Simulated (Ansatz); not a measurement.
# Al$_{3}$InAs$_{4}$: relaxed-ion elastic tensor

The calculation used Ansatz 0.2.0, DFT PBE, scalar-relativistic, plane waves, PAW. Plane waves to 420 eV; Γ-centred k mesh 8×4×4; fixed occupations. No spin polarisation.

Equilibrium structure at this level:
```
CELL_PARAMETERS angstrom
4.12666 0.00000 0.00000
0.00000 4.12972 5.83907
0.00000 -4.12972 5.83907
ATOMIC_POSITIONS crystal
Al 0.00000 0.99995 0.99995
Al 0.50000 0.50045 0.99928
Al 0.50000 0.99928 0.50045
In 0.00000 0.50077 0.50077
As 0.00000 0.89122 0.36965
As 0.50000 0.36368 0.36368
As 0.00000 0.36965 0.89122
As 0.50000 0.87501 0.87501
```

The structure comes from a generated guess, relaxed at this level; another structure or a mixture of phases may lie lower.

(1) Give the relaxed-ion elastic constants (GPa, Voigt order xx yy zz yz xz xy, on the Cartesian axes of the cell above).

(2) Is the crystal stable against homogeneous strain?

(3) And the moduli of a polycrystal (Hill averages)?

Results:

(1)
C11 = 115.5, C12 = 24.5, C13 = 45.5, C22 = 116.2, C23 = 45.8, C33 = 93.6, C44 = 45.5, C55 = 45.2, C66 = 24.4 GPa; the others vanish.

(2) Yes: the least eigenvalue of the tensor is 24.4 GPa.

(3) B = 62 GPa, G = 35 GPa, E = 89 GPa, ν = 0.26.
